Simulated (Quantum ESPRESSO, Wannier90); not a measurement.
## SrGa$_{2}$ (P6/mmm): Wannier90 run

```xyz
3
Lattice="4.3079 0.0000 0.0000 -2.1539 3.7307 0.0000 0.0000 0.0000 4.8005" Properties=species:S:1:pos:R:3 pbc="T T T"
Sr     0.0000     0.0000     0.0000
Ga     2.1539    -1.2436     2.4003
Ga    -2.1539     1.2436     2.4003
```

Materials Project entry mp-182; symmetrised, unrelaxed at this level. Not found in the COD (Crystallography Open Database) copy used; not checked further. Method: LDA plane waves in Quantum ESPRESSO 7.5 (PseudoDojo norm-conserving files, 64 Ry, no spin polarisation, no spin-orbit coupling), Bloch states on a 6×6×6 mesh through Γ, Wannier90 4.0.1. Density: 12×12×10 mesh, cold smearing 0.01 Ry.

A tight-binding model is made by disentanglement and projection with no localisation steps (num_iter = 0), so the 17 orbitals stay atom-like: hydrogen-like Sr: s;p;d; Ga: s;p, axes along x, y, z; frozen window up to 1.50 eV relative to the Fermi level. It follows pw.x to 12 meV rms for states up to 1.0 eV relative to the Fermi level. Matrix elements depend on this choice of orbitals and windows.

**Question.** What are the on-site energies relative to the Fermi level, and how fast do the hoppings decay?

**Answer.** 
```
atom    orbitals  energy (eV)
----  ----------  -----------
Sr1            s         3.95
Sr1           pz         8.54
Sr1        px py         7.91
Sr1          dz2         4.30
Sr1      dxz dyz         5.06
Sr1   dx2-y2 dxy         4.75
Ga2            s        -2.69
Ga2           pz         3.62
Ga2        px py         4.76
Ga3            s        -2.69
Ga3           pz         3.62
Ga3        px py         4.76
```

```
distance of the centres (Å)  largest modulus (eV)
---------------------------  --------------------
2–3                                           3.0
3–4                                          0.94
4–5                                           1.1
5–6                                          0.21
6–7                                          0.22
7–8                                          0.16
8–9                                         0.087
9–10                                        0.032
10–11                                       0.036
```
